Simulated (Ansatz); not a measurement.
Conduction electrons in Hf (P6_3/mmc)

```yaml
crystal:
  lattice:
    - [3.15776, 0.00000, 0.00000]
    - [-1.57888, 2.73470, 0.00000]
    - [0.00000, 0.00000, 5.00518]
  atoms:
    - { symbol: Hf, position: [0.33333, 0.66667, 0.25000] }
    - { symbol: Hf, position: [0.66667, 0.33333, 0.75000] }
```

The conventional cell has a = 3.158 Å, b = 3.158 Å, c = 5.005 Å, α = 90.00°, β = 90.00°, γ = 120.00°. Hf (atom 1) is surrounded by 12 Hf at 3.10 to 3.16 Å.

Level of theory, where no other is named: PBEsol, all-electron LAPW in Ansatz 0.2.0, scalar-relativistic. k mesh 12×12×8, fine mesh 20×20×12, Fermi-Dirac smearing of 0.080 eV, basis error target 1 meV/atom. The cell was relaxed by PAW under this functional.

Levels and slopes are solved on a 20×20×12 mesh, and each state is taken as quadratic over its cell.

What is the density of states at the Fermi level, and which bare Sommerfeld coefficient follows?

N(E_F) = 0.666 states/eV/atom (both spins), so γ = (π²/3) k_B² N(E_F) = 1.57 mJ/(mol-atom K²) without electron-phonon or spin-fluctuation enhancement.

What Drude plasma energy and σ/τ do the band velocities give?

(ħω_p,α)² = (e²/ε₀VN_k) Σ_nkσ (∂E/∂k_α)² δ(E − E_F) gives ħω_p = (4.18, 4.18, 4.04) eV along x, y, z, and σ/τ = ε₀ω_p² = 3.57×10²⁰ Ω⁻¹m⁻¹s⁻¹ along x. Weighted by the density of states, the mean Fermi speed is 0.428×10⁶ m/s; the surface has an area of 10.8 Å⁻² for each spin direction.

Which bands cross the Fermi level, and what do they carry?

| band | filled part | N (states/eV/cell) | speed (10⁶ m/s) | 5th to 95th percentile | area (Å⁻²) | filling |
| --- | --- | --- | --- | --- | --- | --- |
| 1 | 0.98 | 0.152 | 0.496 | 0.18 to 0.70 | 1.42 | nearly full |
| 2 | 0.91 | 0.332 | 0.518 | 0.28 to 0.60 | 3.24 | nearly full |
| 3 | 0.09 | 0.487 | 0.446 | 0.19 to 0.74 | 4.09 | nearly empty |
| 4 | 0.03 | 0.362 | 0.295 | 0.16 to 0.53 | 2.01 | nearly empty |

Map the plane k₃ = 0 of the mesh: how many bands lie under the Fermi level at each point, counted from the least on the plane?

k₁ runs to the right and k₂ upwards, each from −½ to ½ with 0 in the middle (the axes needn't be at right angles):
```
22222222222222222222
22222222222222222222
22222222222222222222
22222222222222222222
22222222222222222222
22222222222222222222
22222221001222222222
22222220000022222222
22222220000002222222
22222221000001222222
22222222000000222222
22222222200000222222
22222222221001222222
22222222222222222222
22222222222222222222
22222222222222222222
22222222222222222222
22222222222222222222
22222222222222222222
22222222222222222222
```

On PAW files the program sums the optical response inside the mesh cells, interband lines and its own Drude term. Where does ε₁ rise through zero (a sharp plasmon if ε₂ is small there), and how much light is reflected?

| Quantity | Value |
| --- | --- |
| Fine mesh | 20, 20, 12 |
| Window top | 30 eV |
| Line width | 0.25 eV |
| Drude damping | 0.03 eV |
| ε₁ rises through zero at x | 0.63, 9.15, 16.98 eV |
| ε₂ there x | 26.33, 3.13, 0.62 |
| ε₁ rises through zero at z | 0.47, 1.28, 9.03, 16.61 eV |
| ε₂ there z | 46.36, 36.89, 1.72, 0.66 |
| Plasma energy (x, y, z) | 4.212, 4.212, 4.379 eV |
| Reflectivity at 1 eV, x-polarised | 0.6059 |
| Reflectivity at 2 eV, x-polarised | 0.5505 |
| Reflectivity at 3 eV, x-polarised | 0.5853 |

The plasma energy here is the program's own sum at the run's smearing; it differs from the value above by up to 8 %, through mesh and smearing.

What does PAW give for the same cell?

N(E_F) = 0.666 states/eV/atom and ħω_p,x = 4.18 eV.

Known limits: no spin-orbit coupling on heavy atoms; these sums move with the mesh, by several per cent and more for small sheets; frozen-core PAW files fitted under PBE, their cores solved anew for the functional of the run.
